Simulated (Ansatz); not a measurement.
AlN:
```
AlN
1.0
    0.00000     2.20161     2.20161
    2.20161     0.00000     2.20161
    2.20161     2.20161     0.00000
N Al
1 1
Cartesian
  3.30241   3.30241   3.30241
  0.00000   0.00000   0.00000
```

Cartesian axes are those of the cell as given.

Problem. Give the high-frequency dielectric tensor and the Born effective charge tensors of the independent atoms from DFPT, PBE in the plane-wave PAW code Ansatz.

Solution. 
ε∞:
```
4.62  0.00  0.00
0.00  4.62  0.00
0.00  0.00  4.62
```
Z* of atom 1 (N), rows: field, columns: displacement, in e:
```
-2.55   0.00   0.00
 0.00  -2.55   0.00
 0.00   0.00  -2.55
```
Z* of atom 2 (Al), rows: field, columns: displacement, in e:
```
2.55  0.00  0.00
0.00  2.55  0.00
0.00  0.00  2.55
```

Static charges for comparison (Bader): N1 -2.42, Al2 +2.42 e. Born charges measure polarisation by displacement and can exceed these by far.

Space group F-43m (zinc blende). The cell was relaxed with PBE under the symmetry of its start; phonons on a q-mesh show no instability.

Potentials: the later of the program's two PAW sets.
